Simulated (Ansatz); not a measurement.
CaPb₃:
```
CaPb3
1.0
    4.91682     0.00000     0.00000
    0.00000     4.91682     0.00000
    0.00000     0.00000     4.91682
Ca Pb
1 3
Cartesian
  0.00000   0.00000   0.00000
  0.00000   2.45841   2.45841
  2.45841   0.00000   2.45841
  2.45841   2.45841   0.00000
```

Relaxed with r²SCAN. Special points in fractions of this cell's reciprocal vectors: Γ (0.000, 0.000, 0.000); X (0.000, 0.500, 0.000); M (0.500, 0.500, 0.000); R (0.500, 0.500, 0.500).

List the band energies nearest the Fermi level at these points for r²SCAN in the plane-wave PAW code Ansatz.

In eV from the Fermi level; about four levels below and three above (degenerate sets whole), none deeper than 8.9 eV; points with the same levels are listed once.

| k | below | above |
|---|---|---|
| Γ | -6.92 -6.92 -2.77 -2.77 -2.77 | 2.16 2.16 2.16 |
| X | -1.92 -1.92 -0.72 -0.47 | 0.02 0.02 1.17 |
| M | -4.06 -0.96 -0.46 -0.46 | 0.32 0.32 0.52 |
| R | -4.40 -3.42 -3.42 -3.42 | 1.67 3.64 3.64 |

Space group Pm-3m (Cu3Au type). The first step of the workflow began from a Materials Project structure, measured or hypothetical; the Crystallography Open Database files this formula in space group No. 221, but the cells were not matched. Its standing as an ambient phase is unchecked. The cell was relaxed with r²SCAN under the symmetry of its start; whether a distortion lowers the energy is not shown. Scalar-relativistic: spin–orbit coupling is off unless named, which matters more the heavier the elements.

Potentials: the later of the program's two PAW sets.
